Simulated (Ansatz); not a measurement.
Si (diamond)

```xyz
2
Lattice="0.0000 2.7349 2.7349 2.7349 0.0000 2.7349 2.7349 2.7349 0.0000" Properties=species:S:1:pos:R:3 pbc="T T T"
Si     2.7349     2.7349     2.7349
Si     4.1024     4.1024     4.1024
```

The relaxed cell is deformed in two ways at once: its volume V is scaled, and at that volume it is stretched along z (the c axis of the conventional cell) so that c/a changes. Fractional atomic positions are held.

Computed with PBE (plane waves to 420 eV, PAW, scalar-relativistic; Ansatz, a quantum-chemistry and plane-wave program). k mesh 10×10×10 (Γ-centred), Fermi-Dirac smearing 0.05 eV. Energies are smeared free energies. As the smearing reaches across the gap at some points, the response to shear is sensitive to the k mesh, so small differences along c/a are uncertain. Si was relaxed with its symmetry unable to fall. The PAW data are Ansatz's earlier set. ΔE is measured from the relaxed starting cell.

Task: Predict the ΔE (meV/atom) at all points of the grid V/V₀ = 0.960, 0.973, 0.987, 1.000, 1.013, 1.027, 1.040 by (c/a)/(c/a)₀ = 0.880, 0.920, 0.960, 1.000, 1.040, 1.080, 1.120.

Result: ΔE (meV/atom), with V/V₀ across and (c/a)/(c/a)₀ down:

```csv
(c/a)/(c/a)₀ \ V/V₀,0.960,0.973,0.987,1.000,1.013,1.027,1.040
0.880,62,58,56,56,58,62,67
0.920,34,29,26,26,27,30,35
0.960,16,11,7,7,8,11,15
1.000,10,4,1,0,1,4,8
1.040,16,11,8,7,8,11,15
1.080,35,30,27,26,27,31,35
1.120,66,62,59,59,60,64,69
```

(Under strain, the slope of the energy per volume gives the stress and its curvature an elastic modulus.)
